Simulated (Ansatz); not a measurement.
KTaO₃:
```
KTaO3
1.0
    3.98932     0.00000     0.00000
    0.00000     3.98932     0.00000
    0.00000     0.00000     3.98932
K Ta O
1 1 3
Direct
  0.50000   0.50000   0.50000
  0.00000   0.00000   0.00000
  0.00000   0.50000   0.00000
  0.50000   0.00000   0.00000
  0.00000   0.00000   0.50000
```

Relaxed with r²SCAN.

Task: Give the Bader charges and basin volumes of the independent atoms, DFT-r²SCAN in the program Ansatz with PAW potentials.

Result: 

```csv
atom,Bader charge (e),Bader volume (Å³)
K1,+0.84,15.4
Ta2,+3.04,9.0
O3,-1.29,13.0
```

Space group Pm-3m (cubic perovskite). The cell was relaxed with r²SCAN under the symmetry of its start. The run is not spin-polarised. Spin–orbit coupling is left out wherever it is not named.

Potentials: the earlier of the program's two PAW sets. The files were generated under PBE; for other functionals the program regenerates the frozen cores, and for LDA and PBEsol the local potential too.
